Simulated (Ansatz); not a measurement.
BeTe:
```cif
data_Be4Te4
_chemical_formula_sum 'Be4 Te4'
_space_group_name_H-M_alt 'F-43m'
_space_group_IT_number 216
_space_group_name_Hall 'F -4 2 3'
_cell_length_a 5.66365
_cell_length_b 5.66365
_cell_length_c 5.66365
_cell_angle_alpha 90.000
_cell_angle_beta 90.000
_cell_angle_gamma 90.000
loop_
_atom_site_label
_atom_site_type_symbol
_atom_site_symmetry_multiplicity
_atom_site_Wyckoff_symbol
_atom_site_fract_x
_atom_site_fract_y
_atom_site_fract_z
_atom_site_occupancy
Be1 Be 4 b 0.50000 0.50000 0.50000 1
Te1 Te 4 d 0.75000 0.75000 0.75000 1
```
(The calculation used a cell of 2 atoms; values per cell refer to that cell.)

Relaxed with PBE.

### Question
Give the optical modes at the zone centre with their infrared and Raman activity from DFPT, PBE (plane waves, PAW; program Ansatz).

### Answer
Transverse frequencies, without the LO–TO term; a row sums one degenerate level.

```csv
ω (cm⁻¹),degeneracy,IR ((D/Å)²/amu),Raman (Å⁴/amu),activity,symmetry
454,3,15.23,410,IR+Raman,T2
```

### Question
How high does the top mode go among those that the LO–TO term moves?

### Answer
488 cm⁻¹ for q along x.

The PBE relaxation kept the symmetry of its start; of distortions, only those at the zone centre were tested. The volume moved by 30 % from the start of the relaxation. Spin–orbit coupling is left out wherever it is not named.

Potentials: the later of the program's two PAW sets.
